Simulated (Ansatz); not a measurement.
CaO2:
```
CaO2
1.0
   -1.62328     1.62328     3.37932
    1.62328    -1.62328     3.37932
    1.62328     1.62328    -3.37932
Ca O
1 2
Direct
  0.50000   0.50000   0.00000
  0.88984   0.88984   0.00000
  0.11016   0.11016   0.00000
```

Relaxed with PBEsol. Special points in fractions of this cell's reciprocal vectors: Γ (0.000, 0.000, 0.000); X (0.000, 0.000, 0.500); P (0.250, 0.250, 0.250); N (0.000, 0.500, 0.000); M (0.500, 0.500, -0.500); S (0.308, 0.692, -0.308); S0 (-0.308, 0.308, 0.308); R (-0.115, 0.115, 0.500); G (0.500, 0.500, -0.115).

### Question
List the band energies nearest the valence-band maximum at these points for DFT-PBEsol in the program Ansatz with PAW potentials.

### Answer
In eV from the valence-band maximum; about four levels below and three above (degenerate sets whole), none deeper than 8.9 eV; points with the same levels are listed once.

```json
[
 {"k": "Γ", "below": "-3.52 -3.52 -1.12 -1.12", "above": "3.57 4.75 5.79"},
 {"k": "X", "below": "-4.78 -3.96 -2.74 -0.80", "above": "4.25 7.27 7.46"},
 {"k": "P", "below": "-4.50 -4.50 -1.67 -1.67", "above": "3.50 7.28 7.74 7.74"},
 {"k": "N", "below": "-5.54 -4.57 -0.93 -0.20", "above": "3.25 5.77 6.57"},
 {"k": "M", "below": "-3.94 -3.94 -0.03 -0.03", "above": "2.99 3.12 6.30"},
 {"k": "S", "below": "-4.92 -4.53 -0.90 -0.06", "above": "3.99 5.93 6.02"},
 {"k": "R", "below": "-4.73 -4.34 -2.27 -0.70", "above": "4.15 7.33 7.34"}
]
```

Space group I4/mmm. The first step of the workflow began from a Materials Project structure, measured or hypothetical; the Crystallography Open Database copy checked does not list it. Its standing as an ambient phase is unchecked. The PBEsol relaxation kept the symmetry of its start. At this level the phase is dynamically unstable (imaginary phonons).

Potentials: the later of the program's two PAW sets.
